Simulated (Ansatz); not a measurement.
**PbCl₃: field gradients at two levels of theory**

Cell: an entry of the Crystallography Open Database (COD), ions relaxed with PBE at fixed cell.

Space group P6_3/mmc (No. 194); a = 8.3732, c = 13.9808 Å, γ = 120.00°.

| site | Wyckoff | site symmetry | x | y | z |
| --- | --- | --- | --- | --- | --- |
| Pb | 4f | 3m. | 0.3333 | 0.6667 | 0.3907 |
| Cl5 | 6h | mm2 | 0.1979 | 0.8021 | 0.2500 |
| Cl11 | 6g | .2/m. | 0.5000 | 0.0000 | 0.5000 |

One atom of each set is listed.

First run. All values are calculated (Ansatz; DFT, PBE, plane waves and PAW, scalar-relativistic, 420 eV cutoff, Γ-centred 5×5×3 k-points, Fermi–Dirac smearing 0.05 eV), not measured.

```tsv
site	V_zz (10²¹ V/m²)	η
Pb	-10.95	0.00
Cl5	-16.06	0.89
Cl11	27.7	0.03
```

Second run. The same atoms and settings, except that the functional is LDA.

Problem. What does the second run give?

Solution. 

```tsv
site	V_zz	η	change of V_zz
Pb	-10.79	0.00	+0.16
Cl5	-16.25	0.92	-0.19
Cl11	27.9	0.03	+0.20
```

The largest change of V_zz is on Cl11, from 27.7 to 27.9. The whole tensor moves most on Cl5, by 0.41 along its most changed direction. In per cent, |V_zz| changes by -2 on Pb, +1 on Cl (all sites that start above 2).

The run finds no gap above 0.1 eV (a metal, or nearly one), so the gradients can move by 10 % or more with the k-mesh. Spin–orbit coupling is left out, which shifts gradients on Pb by a few per cent in wide-gap crystals, and can shift them far more where the calculated gap is small or absent, as here.
For the second run: The largest force is 0.5 eV/Å, so the atoms aren't at the calculated equilibrium and relaxing them would move these values.
